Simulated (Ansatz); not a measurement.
The relaxed structure here is a generated cell of Bi: the first start was made by placing the elements on the sites of a structure type, and the end was not matched to a known phase here, so it may be hypothetical. Known forms of Bi include space group No. 166.

The end point of a relaxation of Bi. Space group Pm-3m (No. 221), simple cubic type. Level of theory: r2SCAN (plane waves to 500 eV, PAW, scalar-relativistic; Ansatz, a program for electronic structure).

```cif
data_Bi
_chemical_formula_sum 'Bi1'
_space_group_name_H-M_alt 'Pm-3m'
_space_group_IT_number 221
_space_group_name_Hall '-P 4 2 3'
_cell_length_a 3.25344
_cell_length_b 3.25344
_cell_length_c 3.25344
_cell_angle_alpha 90.000
_cell_angle_beta 90.000
_cell_angle_gamma 90.000
loop_
_atom_site_label
_atom_site_type_symbol
_atom_site_symmetry_multiplicity
_atom_site_Wyckoff_symbol
_atom_site_fract_x
_atom_site_fract_y
_atom_site_fract_z
_atom_site_occupancy
Bi1 Bi 1 a 0.00000 0.00000 0.00000 1
```

```yaml
volume_per_atom: 34.44 Å³
density: 10.08 g/cm³
band_gap: zero (metallic)
shortest_distances: Bi–Bi 3.25 Å
k-mesh: 14×14×14
```

Band energies at high-symmetry points (eV from the Fermi level; labels of this space group; no spin-orbit coupling), from −5 eV up to 5.0 eV:

| point | energies |
|---|---|
| Γ | 3.38 3.38 3.38 |
| X | – |
| M | -3.23 -3.23 3.17 |
| R | -1.45 -1.45 -1.45 |

No spin polarisation in the result.

The run could not lose the symmetry of its start: the end is stationary, and may be a saddle point rather than a minimum.
